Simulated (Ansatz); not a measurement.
An Ansatz (a first-principles code) run. Input:

Ansatz 0.2 input:
```yaml
crystal:
  lattice:
    - [2.7378327469, 0.0, 0.0]
    - [-1.3689163734, 2.3710327101, 0.0]
    - [0.0, 0.0, 4.3176702575]
  atoms:
    - { symbol: Os, position: [0.3333333333, 0.6666666667, 0.75] }
    - { symbol: Os, position: [0.6666666667, 0.3333333333, 0.25] }
kpoints:
  mp_grid: { grid: [17, 17, 10] }
hamiltonian:
  xc: r2scan
  pseudopotentials: { kind: paw }
scf:
  occupations: { method: gaussian, width: 0.1 }
checkpoint: { read: metal.run }
output: { bader: true, populations: true }
```

Output (shortened):

```
Pseudopotential: Os, paw, valence charge 16
Functional definition: r2SCAN
Crystal: 2 atoms, lattice volume = 28.028 Å³
Basis set: ecut = 500 eV, 687 PW (Γ), exchange–correlation on 80×80×128 points (64 copies of the dense FFT grid, shifted against one another)
Bands: 24, of which v1, the nominal top of the filled ones, is band 16 counted from 1 (15 counted from 0)
Symmetry: 24 space group operations
Space group: P63/mmc (ITA 194), of the structure as read, at distance tolerance 3.0e-5 Å
k-points: 198 of 2890
Stability of the state it starts from, as read at its close in the unpolarized treatment …
iter 1 solved again at ethr=2.32e-9 eV; its pass at ethr=3.10e-3 eV (dr2=7.42e-7 eV) is discarded
SCF iter   1: F=—  HF=-22795.265198 eV  |F-HF|=—  |Δ(HF+E_count)|=         —  Δρ=3.47e-7  dr2=2.13e-11  dr2_τ=2.62e-12  ethr=2.32e-9  ⟨swp⟩=3.6  Hψ=34750  notcnv=0
preconditioner: auto → none
SCF iter   2: F=-22795.265198 eV  HF=-22795.265198 eV  |F-HF|=3.27e-11  |Δ(HF+E_count)|=  2.18e-11  Δρ=2.12e-7  dr2=6.61e-12  dr2_τ=1.35e-12  ethr=1.00e-12  ⟨swp⟩=4.8  Hψ=13768  notcnv=0
SCF 1 converged in 2 iterations: F = -22795.265198 eV  dr2 = 6.61e-12
SCF converged after 2 iterations
Free energy (F): -22795.265198 eV
Harris-Foulkes:  -22795.265198 eV  (|F-HF|=3.27e-11)
Internal energy: -22795.258590 eV  (E = F + TS)
E sigma→0 (E₀):  -22795.261894 eV
Entropy (-TS):   -0.006609 eV (-3.304 meV/atom)
Fermi energy:    25.820452 eV
--- Per-component energies (eV) ---
  E_band       = -165.867574
  E_kinetic    = 1125.888239
  E_local      = -1572.798961  (includes V_loc(G=0)·N_el)
  E_nonlocal   = -2.805682
  E_hartree    = 654.500655
  E_xc         = -506.047664
  E_vxc        = -628.537163  (∫ρ·V_xc dr)
  E_paw        = -18078.046216  (= ΣΔE_a)
  E_vpaw       = -433.312490  (= ΣTr[D̂ρ^β])
  E_aug_tail   = -0.000300  (compensation charges beyond the density's cutoff)
  E_vtau       = 36.697507  (kinetic-family band-sum trace: ∫τ·v_τ [+ j·A + Jᵃ·Aᵃ] dr)
  E_ewald      = -4415.178635
  E_core_change = -0.770026  (= ΣΔE_core)
  E_smearing   = -0.006609  (= −TS)
  E_closure    = 0.000000  (closes the sum)
  Σ components = -22795.265198   (vs F -22795.265198, Δ=0.00e0)
  [band-id]    e_kinetic+e_local+e_nonlocal+2·e_hartree+e_vxc+e_vpaw+e_augmentation_tail+e_vtau = -165.867540   (vs E_band -165.867574, Δ=3.42e-5)
--- Band table (eV; the first three rows and the last of 198) ---
  k-point 0: bands = ["-62.9014", "-62.7695", "-22.3188", "-21.3240", "-21.3240", "-21.1326", "-21.1326", "-21.0653", "14.3367", "17.6351", "22.5890", "22.5890", "22.8859", "23.4593", "23.4593", "24.1030", "24.1030", "25.7607", "27.5122", "27.5122", …
  k-point 1: bands = ["-62.8982", "-62.7727", "-22.2899", "-21.3194", "-21.3194", "-21.1374", "-21.1374", "-21.0980", "14.4687", "17.6537", "22.5014", "22.5014", "22.8082", "23.3722", "23.3722", "24.3077", "24.3077", "25.3336", "27.5310", "27.5310", …
  k-point 2: bands = ["-62.8889", "-62.7822", "-22.2056", "-21.3059", "-21.3059", "-21.1922", "-21.1511", "-21.1511", "14.8525", "17.6854", "22.3482", "22.3482", "22.5969", "23.1471", "23.1471", "24.3360", "24.8014", "24.8014", "27.5396", "27.5396", …
  k-point 197: bands = ["-62.7629", "-62.7629", "-22.0733", "-22.0733", "-21.7677", "-21.7677", "-21.2888", "-21.2888", "19.5635", "19.5635", "20.6705", "20.6705", "22.1382", "22.1382", "24.3497", "24.3497", "27.5065", "27.5065", "34.0647", "34.0647", …
--- Löwdin populations: 2 sites ---
  site symbol       q [e]
     0     Os     15.8109
     1     Os     15.8109
  spilling = 0.011817 (of n_electrons = 32.000000)
--- Bader charges: 2 sites ---
  site symbol  charge [e]  shift [e]
     0     Os      0.0000     0.0000
     1     Os      0.0000     0.0000
  shift: an alarm, by how much a part of what the PAW files miss would move the charge. Where it is large, compare
  with a run on PAW files of another source; a small one proves nothing
  estimated error of the sums over rays = 3.2e-4 e
```

Cost: about 30 core-seconds (a rough figure) on shared cores.

Space group P6_3/mmc (hcp (Mg type)). The r²SCAN relaxation kept the symmetry of its start; of distortions, only those at the zone centre were tested. The run is not spin-polarised. Scalar-relativistic: spin–orbit coupling is off unless named, which matters more the heavier the elements.

Potentials: the later of the program's two PAW sets.

Ansatz is a plane-wave DFT program.
